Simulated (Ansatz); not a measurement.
MgS (rock salt) was relaxed and computed twice in Ansatz (plane waves, PAW), once with HSE06 and once with PBE.

```tsv
	run 1	run 2
cell	a = b = c = 5.194 Å, α = β = γ = 90.00°	a = 5.2297 Å, b = 5.2297 Å, c = 5.2297 Å, α = 90.00°, β = 90.00°, γ = 90.00°
gap (eV)	3.82	2.76
B₀ by P(V) fit (GPa)	80.0	73.9
```

### Question
Which run used which functional?

### Answer
Run 1 is HSE06, run 2 is PBE.

All cells were relaxed under the symmetry of their starts (and spin orders); stability against distortions was not tested throughout.

Potentials: the earlier of the program's two PAW sets. The files were generated under PBE; for other functionals the program regenerates the frozen cores, and for LDA and PBEsol the local potential too.

Ansatz (a program for electronic structure) is a plane-wave DFT program.
